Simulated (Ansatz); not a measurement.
Computed with DFT PBE, scalar-relativistic, plane waves, PAW (Ansatz). All cells share a 420 eV cutoff and Γ-centred k meshes spaced at most about 0.3 Å⁻¹ (about 0.25 or finer for metals, 2π included). No spin polarisation in the final relaxations.

These are static total energies at zero pressure. All come from trial cells, and lower structures may exist.

Question: Order these relaxed structures of MgSc₂C₂ by energy, lowest first, with the energy over the lowest of them.
1.

```xyz
5
Lattice="3.9670 0.0000 0.0000 -1.9835 3.4355 0.0000 0.0000 0.0000 4.9475" Properties=species:S:1:pos:R:3 pbc="T T T"
Mg    0.0000    0.0000    0.0000
Sc    0.0000    2.2903    3.5103
Sc    1.9835    1.1452    1.4372
C     0.0000    2.2903    1.1474
C     1.9835    1.1452    3.8001
```

2.

```xyz
5
Lattice="-2.1562 2.1562 5.5840 2.1562 -2.1562 5.5840 2.1562 2.1562 -5.5840" Properties=species:S:1:pos:R:3 pbc="T T T"
Mg    0.0000    0.0000    0.0000
Sc    0.0000    2.1562    2.7920
Sc    2.1562    0.0000    2.7920
C     0.0000    0.0000    9.0959
C     0.0000    0.0000    2.0721
```

3.

```xyz
5
Lattice="-1.6426 2.4523 4.2236 1.6426 -2.4523 4.2236 1.6426 2.4523 -4.2236" Properties=species:S:1:pos:R:3 pbc="T T T"
Mg    0.0000    0.0000    0.0000
Sc    1.6426    0.0000    2.6328
Sc    0.0000    2.4523    1.5908
C     0.0000    0.7295    4.2236
C     1.6426    1.7228    0.0000
```

4.

```xyz
10
Lattice="4.9793 -2.9537 0.0000 4.9793 2.9537 0.0000 0.0000 0.0000 5.3648" Properties=species:S:1:pos:R:3 pbc="T T T"
Mg    4.9793   -2.1565    4.0236
Mg    4.9793    2.1565    1.3412
Sc    3.1689   -1.1136    1.3412
Sc    3.1689    1.1136    4.0236
Sc    6.7897    1.1136    4.0236
Sc    6.7897   -1.1136    1.3412
C     1.7443    0.0000    0.0000
C     8.2143    0.0000    2.6824
C     8.2143    0.0000    0.0000
C     1.7443    0.0000    2.6824
```

Answer: 1 (0 meV/atom), 3 (70 meV/atom), 2 (81 meV/atom), 4 (107 meV/atom). Forms: 1 P-3m1; 3 Immm; 2 I4/mmm; 4 Cmcm. Counting C atoms around Mg and Sc (those within 1.25 times the shortest such distance or 1.15 times the sum of covalent radii, 1.27 where that leaves under three; a plus sign parts nearer from farther groups; the shortest distance is added where it exceeds 1.18 times the sum of covalent radii): cell 1 has Mg 6 from 2.6 Å, Sc 4+1; cell 3 has Mg 4, Sc 4; cell 2 has Mg 2, Sc 4; cell 4 has Mg 4, Sc 4. Cell 3 holds C–C pairs (shortest 1.46 Å) (bonds between like non-metal atoms; other contacts aren't counted).

For metals, differences of a few meV/atom aren't resolved. Cells relaxed within their symmetry can be saddle points. Some types were kept out of the candidates beforehand, so the set may lack a known form.
